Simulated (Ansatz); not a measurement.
Relaxation of a relaxed Pt cell displaced along its unstable phonon at q = Γ (61i cm⁻¹), largest move 0.15 Å; 3 atoms in the cell, which starts as P-3m1 (No. 164), hP3; a = 4.4702 Å, b = 4.4702 Å, c = 2.6679 Å, α = 90.00°, β = 90.00°, γ = 120.00°. All values below come from PBEsol (plane waves to 420 eV, PAW, scalar-relativistic; Ansatz, a quantum-chemistry and plane-wave program). Γ-centred k-mesh 8×8×12 on the run's cell (coarser than for final values), Fermi–Dirac smearing 0.05 eV. This is the first round of the run. 

The optimiser's lines from the output (shortened; P is positive under compression):

```
relax step   1: F+E_penalty+E_count = -37151.03776840 eV  Δ(F+E_penalty+E_count) = +0.000e0 eV  max|allowed force component| = 1.922e-1 eV/Å  Δτ_max = 0.0000 Å  P = -0.816 GPa  Ω = 46.169 Å³  (6 SCF iters, dr2 threshold 1.00e-7 eV, accepted)
relax step   2: F+E_penalty+E_count = -37151.06497299 eV  Δ(F+E_penalty+E_count) = -2.720e-2 eV  max|allowed force component| = 2.736e-1 eV/Å  Δτ_max = 0.0548 Å  P = +1.785 GPa  Ω = 45.637 Å³  (6 SCF iters, dr2 threshold 3.00e-7 eV, accepted)
relax step   3: F+E_penalty+E_count = -37151.10611758 eV  Δ(F+E_penalty+E_count) = -4.114e-2 eV  max|allowed force component| = 1.178e-1 eV/Å  Δτ_max = 0.1951 Å  P = +8.256 GPa  Ω = 44.404 Å³  (6 SCF iters, dr2 threshold 3.00e-7 eV, accepted)
relax step   4: F+E_penalty+E_count = -37151.12654191 eV  Δ(F+E_penalty+E_count) = -2.042e-2 eV  max|allowed force component| = 2.008e-1 eV/Å  Δτ_max = 0.0515 Å  P = +3.544 GPa  Ω = 45.122 Å³  (6 SCF iters, dr2 threshold 3.00e-7 eV, accepted)
relax step   5: F+E_penalty+E_count = -37151.15316632 eV  Δ(F+E_penalty+E_count) = -2.662e-2 eV  max|allowed force component| = 1.510e-2 eV/Å  Δτ_max = 0.0886 Å  P = +0.119 GPa  Ω = 45.595 Å³  (6 SCF iters, dr2 threshold 3.00e-7 eV, accepted)
relax step   6: F+E_penalty+E_count = -37151.15328203 eV  Δ(F+E_penalty+E_count) = -1.157e-4 eV  max|allowed force component| = 7.847e-4 eV/Å  Δτ_max = 0.0072 Å  P = -0.001 GPa  Ω = 45.614 Å³  (6 SCF iters, dr2 threshold 3.98e-8 eV, accepted)
relax step   7: F+E_penalty+E_count = -37151.15303744 eV  Δ(F+E_penalty+E_count) = +2.446e-4 eV  max|allowed force component| = 7.855e-4 eV/Å  Δτ_max = 0.0000 Å  P = +0.003 GPa  Ω = 45.614 Å³  stress off target by 6.64e-3 GPa  SCF on the basis re-selected at this cell (its energy is not comparable with the rows above)  (9 SCF iters)
```

From the first to the last row the energy changes by -0.04 eV/atom and the volume by -1.2 %. The last row is marked as not comparable with the walk above it, whose basis was carried along; it does compare with step 1, since both stand on a basis selected at the nominal cutoff for their own cell.

Later rounds, restarted from the end of this one on a renewed k-mesh, logged 4 more steps and released under 0.01 eV/atom more. The final structure after all rounds: Im-3m (No. 229), cI2, bcc (W type); a = 3.121 Å, b = 3.121 Å, c = 3.121 Å, α = 90.00°, β = 90.00°, γ = 90.00°. Between re-selections the logged energies stand on a plane-wave basis carried along with the cell. No spin polarisation in the result.

The run could not lose the symmetry of its start: the end is stationary, and may be a saddle point rather than a minimum.

The relaxed structure here is a generated cell of Pt: the first start was made by placing the elements on the sites of a structure type, and the end was not matched to a known phase here, so it may be hypothetical. Known forms of Pt include space group No. 225.
